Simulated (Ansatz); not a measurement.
Mn$_{3}$SiN:
```
CELL_PARAMETERS angstrom
      3.71892     0.00000     0.00000
      0.00000     3.71892     0.00000
      0.00000     0.00000     3.71892
ATOMIC_POSITIONS crystal
  Si 0.00000 0.00000 0.00000
  N  0.50000 0.50000 0.50000
  Mn 0.50000 0.50000 0.00000
  Mn 0.50000 0.00000 0.50000
  Mn 0.00000 0.50000 0.50000
```
Starting moments (μB, in the order of the atoms Si N Mn Mn Mn): -0.2 -0.1 0.7 0.7 0.7.

Relaxed with PBE in the plane-wave PAW code Ansatz. Indices refer to the conventional cell of Pm-3m, a = b = c = 3.7189 Å, α = β = γ = 90.00°.

Q: Simulate the powder diffraction pattern (Cu Kα, λ = 1.54184 Å; lines above 1 %) up to 2θ = 90°.

A: Simulated powder pattern, Cu Kα, λ = 1.54184 Å (kinematic, ideal powder, no thermal factors, no anomalous dispersion; the 30 strongest lines at most, above 1 %, up to 2θ = 90°):

```json
[
 {"2θ (°)": "23.93", "d (Å)": "3.719", "I/Imax (%)": "18", "hkl": "(100)"},
 {"2θ (°)": "34.09", "d (Å)": "2.630", "I/Imax (%)": "1.6", "hkl": "(110)"},
 {"2θ (°)": "42.08", "d (Å)": "2.147", "I/Imax (%)": "100", "hkl": "(111)"},
 {"2θ (°)": "48.99", "d (Å)": "1.859", "I/Imax (%)": "60", "hkl": "(200)"},
 {"2θ (°)": "55.23", "d (Å)": "1.663", "I/Imax (%)": "5.4", "hkl": "(210)"},
 {"2θ (°)": "71.79", "d (Å)": "1.315", "I/Imax (%)": "34", "hkl": "(220)"},
 {"2θ (°)": "76.91", "d (Å)": "1.240", "I/Imax (%)": "1.9", "hkl": "(221)+(300)"},
 {"2θ (°)": "86.87", "d (Å)": "1.121", "I/Imax (%)": "32", "hkl": "(311)"}
]
```

The start of the workflow was typed in or built on a structure type; neither database checked (COD, Materials Project) lists it. Its standing as an ambient phase is unchecked. Symmetry was held in the PBE relaxation; whether a distortion lowers the energy is not shown. Magnetic state: ferromagnetic, chosen from 4 collinear starts compared on coarse meshes (ties went to the first, and starts can fall back to one state), not a proven ground state. The volume moved by -16 % from the start of the relaxation. No Hubbard U is applied. Point labels and valley counts follow the cell and symmetry of the run, lower than the named group.

Potentials: the earlier of the program's two PAW sets.
